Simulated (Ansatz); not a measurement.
Consider a crystal of NaCdIn in space group P-6m2 (No. 187), with Na on 1a; Cd on 1f; In on 1d. A trial structure of NaCdIn was built thus: ordered superstructure of omega (sublattice all; occupants of the shared sites, in ratio, In: 1, Na: 1, Cd: 1).

Computed with DFT PBE, scalar-relativistic, plane waves, PAW (Ansatz 0.2.0). Cutoff 420 eV, Γ-centred mesh, Gaussian smearing, no spin polarisation.

Energies over the elements count from the elements' standard structures at the same level, with no fitted energy shifts.

**Question.** Which cell and coordinates does it relax to?

**Answer.**

Space group P-6m2 (No. 187). a = 5.139 Å, b = 5.139 Å, c = 3.404 Å, α = 90.00°, β = 90.00°, γ = 120.00°
| atom | site | symmetry | x | y | z |
| --- | --- | --- | --- | --- | --- |
| Na | 1a | -6m2 | 0.0000 | 0.0000 | 0.0000 |
| Cd | 1f | -6m2 | 0.6667 | 0.3333 | 0.5000 |
| In | 1d | -6m2 | 0.3333 | 0.6667 | 0.5000 |

Na has 2 Na at 3.40 Å, 6 Cd at 3.42 Å and 6 In at 3.42 Å; around Cd lie 3 In at 2.97 Å, 2 Cd at 3.40 Å and 6 Na at 3.42 Å; around In lie 3 Cd at 2.97 Å, 2 In at 3.40 Å and 6 Na at 3.42 Å. Another local minimum with the same sites may exist.

**Question.** Where does its energy lie, and is it a metal?

**Answer.** The energy over the elements is −0.14 eV/atom and the gap on the 12×12×14 mesh of the 3-atom cell is 0 eV (a metal). Whether it is stable depends on the other phases of the system, which aren't compared here.

The last run used Gaussian smearing of 0.10 eV. Symmetry constrained the relaxation, so the result can be a saddle point.
